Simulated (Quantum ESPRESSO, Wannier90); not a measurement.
**Wannier functions of Hg (P-1, model phase)**

```
begin unit_cell_cart
ang
    3.3205600000    0.0000000000    0.0000000000
   -1.4721410000    3.0761350000    0.0000000000
   -0.9583350000   -1.3973030000    8.1206090000
end unit_cell_cart
begin atoms_frac
Hg  -0.4139300000 -0.2585800000  0.3352600000
Hg   0.4139300000  0.2585800000 -0.3352600000
Hg   0.0000000000  0.0000000000  0.0000000000
end atoms_frac
```

Structure: Materials Project mp-569360, symmetrised, not relaxed again. This isn't the element's usual structure (rhombohedral); take it as a model of another phase. Level: PBEsol, spinors with spin-orbit coupling; pw.x of Quantum ESPRESSO at 53 Ry with PseudoDojo potentials, 6×4×4 k-points, Wannier90. Density: 14×14×6 mesh, cold smearing 0.01 Ry.

A tight-binding model is made by disentanglement and projection with no localisation steps (num_iter = 0), so the 54 orbitals stay atom-like: hydrogen-like Hg: s;p;d, axes along x, y, z; frozen window up to 1.50 eV relative to the Fermi level. It follows pw.x to 13 meV rms for states up to 1.0 eV relative to the Fermi level. Matrix elements depend on this choice of orbitals and windows.

The 30 largest hoppings ⟨m,0|H|n,R⟩ between different sites (one of each Hermitian pair; signs follow the real orbitals' lobes; the list may end inside a set of equal values):

| m | n | R | distance of the centres (Å) | t (eV) | Im t (eV) |
|---|---|---|---|---|---|
| Hg3 px↑ | Hg3 px↑ | 1 0 0 | 3.32 | 2.057 | 0.000 |
| Hg3 px↓ | Hg3 px↓ | 1 0 0 | 3.32 | 2.057 | 0.000 |
| Hg1 px↑ | Hg1 px↑ | 1 0 0 | 3.32 | 2.046 | 0.011 |
| Hg1 px↓ | Hg1 px↓ | 1 0 0 | 3.32 | 2.046 | -0.011 |
| Hg2 px↑ | Hg2 px↑ | 1 0 0 | 3.32 | 2.046 | -0.011 |
| Hg2 px↓ | Hg2 px↓ | 1 0 0 | 3.32 | 2.046 | 0.011 |
| Hg3 py↑ | Hg3 py↑ | 0 1 0 | 3.41 | 1.530 | 0.000 |
| Hg3 py↓ | Hg3 py↓ | 0 1 0 | 3.41 | 1.530 | 0.000 |
| Hg1 py↑ | Hg1 py↑ | 0 1 0 | 3.41 | 1.511 | 0.007 |
| Hg1 py↓ | Hg1 py↓ | 0 1 0 | 3.41 | 1.511 | -0.007 |
| Hg2 py↑ | Hg2 py↑ | 0 1 0 | 3.41 | 1.511 | -0.007 |
| Hg2 py↓ | Hg2 py↓ | 0 1 0 | 3.41 | 1.511 | 0.007 |
| Hg3 pz↑ | Hg1 pz↑ | 0 0 0 | 3.27 | 1.439 | 0.001 |
| Hg3 pz↑ | Hg2 pz↑ | 0 0 0 | 3.27 | 1.439 | 0.001 |
| Hg3 pz↓ | Hg1 pz↓ | 0 0 0 | 3.27 | 1.439 | -0.001 |
| Hg3 pz↓ | Hg2 pz↓ | 0 0 0 | 3.27 | 1.439 | -0.001 |
| Hg2 pz↑ | Hg3 pz↑ | 1 1 0 | 3.30 | 1.381 | 0.001 |
| Hg2 pz↓ | Hg3 pz↓ | 1 1 0 | 3.30 | 1.381 | -0.001 |
| Hg3 pz↑ | Hg1 pz↑ | 1 1 0 | 3.30 | 1.381 | -0.001 |
| Hg3 pz↓ | Hg1 pz↓ | 1 1 0 | 3.30 | 1.381 | 0.001 |
| Hg2 pz↑ | Hg1 pz↑ | 1 1 -1 | 3.31 | 1.305 | 0.000 |
| Hg2 pz↓ | Hg1 pz↓ | 1 1 -1 | 3.31 | 1.305 | 0.000 |
| Hg1 pz↑ | Hg2 pz↑ | 0 0 1 | 3.36 | 1.210 | 0.000 |
| Hg1 pz↓ | Hg2 pz↓ | 0 0 1 | 3.36 | 1.210 | 0.000 |
| Hg2 pz↑ | Hg1 pz↑ | 1 0 -1 | 3.38 | 1.197 | 0.000 |
| Hg2 pz↓ | Hg1 pz↓ | 1 0 -1 | 3.38 | 1.197 | 0.000 |
| Hg3 s↑ | Hg3 px↑ | 1 0 0 | 3.32 | 1.147 | 0.001 |
| Hg3 s↓ | Hg3 px↓ | 1 0 0 | 3.32 | 1.147 | -0.001 |
| Hg3 px↑ | Hg3 s↑ | 1 0 0 | 3.32 | -1.147 | 0.001 |
| Hg3 px↓ | Hg3 s↓ | 1 0 0 | 3.32 | -1.147 | -0.001 |
